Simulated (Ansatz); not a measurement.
SrSn$_{3}$Pd:
```
SrSn3Pd
1.0
   -2.41512     2.41512     5.64559
    2.41512    -2.41512     5.64559
    2.41512     2.41512    -5.64559
Sr Pd Sn
1 1 3
Direct
  0.99596   0.99596   0.00000
  0.64230   0.64230   0.00000
  0.74593   0.24593   0.50000
  0.24593   0.74593   0.50000
  0.41087   0.41087   0.00000
```

Relaxed with r²SCAN.

Problem. Map the valence electron density (e/Å³), cut off at 2 on the plane through (0.996, 0.996, 0.000) spanned by u = [1, 1, 0] and v = [1, 0, 1] in lattice vectors, from plane-wave PAW r²SCAN (Ansatz code).

Solution. x is the fraction of u, y of v (the angle between them is 90°; rows are the nearest grid lines); atoms in the plane: Sr at (0.00, 0.00), Pd at (0.65, 0.00), Sn at (0.25, 0.50), Sn at (0.75, 0.50), Sn at (0.41, 0.00).
```
|=@@+.        :%@@@@@.:@@@@@@+.     .+@@=|
|%@@=.        :#@@@@@.:%@@@@@+.     .=@@%|
|@@@-         .+@@@@*..+@@@@@-.      -@@@|
|@@+:         .-#@@@-..-@@@@#:.      :*@@|
|*+:.         ..-++-: ..-#@*-..      .:+*|
|::.          ...::..   .:-::..       .::|
|          ........      .......         |
|        ..::...          ...:::.        |
|       .:=+=:..          ..:=+=:.       |
|       :+@@@+:.          .:+@@@+:       |
|      .-@@@@@-.          .-@@@@@-.      |
|      .=@@@@@=.          .=@@@@@=.      |
|      .=@@@@@=.          .=@@@@@=.      |
|      .-@@@@@-.          .-@@@@@-.      |
|       :+@@@+:.          .:+@@@+:       |
|       .:=+=:..          ..:=+=:.       |
|        ..::...          ...:::.        |
|          ........      .......         |
|::.          ...::..   .:-::..       .::|
|*+:.         ..-++-: ..-#@*-..      .:+*|
|@@+:         .-#@@@-..-@@@@#:.      :*@@|
|@@@-         .+@@@@*.:+@@@@@-.      -@@@|
|%@@=.        :#@@@@@.:%@@@@@+.     .=@@%|
|=@@+.        :%@@@@@.:@@@@@@+.     .+@@=|
```
Scale: ten equal steps from 0.031 (start of ' ') to 2.00 (end of '@'), in the order ' .:-=+*#%@'; x runs from 0.000 to 1.00, y from 0.000 (bottom) to 1.00 (top).

The density is the valence pseudo-density with augmentation charge, so density and ELF within about 1 Å of a nucleus are not all-electron values.

Space group I4mm. The workflow started from an entry of the Crystallography Open Database (COD). Its standing as an ambient phase is unchecked. The cell was relaxed with r²SCAN under the symmetry of its start; its stability against distortions is not shown here. No spin polarisation was allowed. Spin–orbit coupling is left out wherever it is not named.

Potentials: the later of the program's two PAW sets.
